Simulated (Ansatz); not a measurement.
Computed with DFT, BLYP, plane waves (420 eV) with PAW, scalar-relativistic (Ansatz 0.2.0). The PAW files were generated under PBE, with cores re-solved for the functional.

An element in the hcp structure gives this curve. The cell is scaled uniformly from the relaxed one, with fractional coordinates and shape fixed. Energies are extrapolated to zero smearing, pressures are those at the given smearing. Magnetic state: spin not included.

| V (Å³/atom) | E − E₀ (meV/atom) | P (GPa) |
| --- | --- | --- |
| 18.977 | 57.0 | 8.04 |
| 19.839 | 23.2 | 4.76 |
| 20.702 | 5.2 | 2.14 |
| 21.564 | 0.0 | 0.02 |
| 22.427 | 5.1 | -1.69 |
| 23.289 | 18.5 | -3.06 |
| 24.152 | 38.6 | -4.16 |

**Question.** Which element is it?
A. niobium
B. germanium
C. magnesium
D. lithium

**Answer.** B. Its fit is V₀ = 21.54 Å³/atom, B₀ = 48 GPa, B₀′ = 4.3.
